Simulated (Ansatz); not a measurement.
Ga₂Pt (fluorite type, space group Fm-3m)

```xyz
3
Lattice="0.0000 2.9346 2.9346 2.9346 0.0000 2.9346 2.9346 2.9346 0.0000" Properties=species:S:1:pos:R:3 pbc="T T T"
Ga     4.4019     4.4019     4.4019
Ga     1.4673     1.4673     1.4673
Pt     0.0000     0.0000     0.0000
```

Calculation: LDA (plane waves to 420 eV, PAW, scalar-relativistic; Ansatz, a first-principles code). Harmonic phonons by density-functional perturbation theory on a 14×14×14 k mesh, in cm⁻¹ and rounded to 5; i marks imaginary ones, q is in fractions of the reciprocal vectors of the cell shown, and the three acoustic modes at Γ are left out. Ga2Pt is run without spin polarisation. Ga2Pt was relaxed with its symmetry unable to fall. Spin-orbit coupling is left out, though Pt is heavy. This is a high-temperature form of Ga2Pt.

Does any mode at Γ, L = (0.5, 0.0, 0.0), X = (0.5, 0.5, 0.0) come out imaginary?

No imaginary mode at these points (lowest 40 cm⁻¹ at L = (0.5, 0.0, 0.0)); other wave vectors were not tested.

Predict the phonon wavenumbers at Γ, L = (0.5, 0.0, 0.0), X = (0.5, 0.5, 0.0).


```
q                                            wavenumbers (cm⁻¹)
-------------------  ------------------------------------------
Γ                                            170 (×3), 175 (×3)
L = (0.5, 0.0, 0.0)  40 (×2), 115, 160 (×2), 170, 175, 185 (×2)
X = (0.5, 0.5, 0.0)  75 (×2), 125, 130, 135 (×2), 205, 205 (×2)
```
